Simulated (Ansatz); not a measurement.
This cell of ScCo (CsCl type) is off equilibrium:

```
ScCo
1.0
    2.89815     0.00000     0.00000
    0.00000     2.89815     0.00000
    0.00000     0.00000     2.89815
Sc Co
1 1
Cartesian
  1.44907   1.44907   1.44907
  0.00000   0.00000   0.00000
```

All values below come from PBEsol (plane waves to 420 eV, PAW, scalar-relativistic; Ansatz, an electronic-structure program). k mesh 15×15×15 (Γ-centred), Fermi-Dirac smearing 0.05 eV. Energies are smeared free energies. Stress and pressure are positive under compression. ScCo is run without spin polarisation. ScCo was relaxed with its symmetry unable to fall.

Task: Give the stress tensor in GPa and the pressure.

Result: 
```
   32.8      0.0      0.0
    0.0     32.8      0.0
    0.0      0.0     32.8
```
The pressure, a third of the trace, is 32.8 GPa.

Task: It is the relaxed cell scaled evenly to V/V₀ = 0.840, atoms relaxed where free. What is its energy relative to the relaxed cell?

Result: 205 meV/atom.

(A scan under strain: stresses follow from slopes of the energy per volume, elastic moduli from its curvatures.)
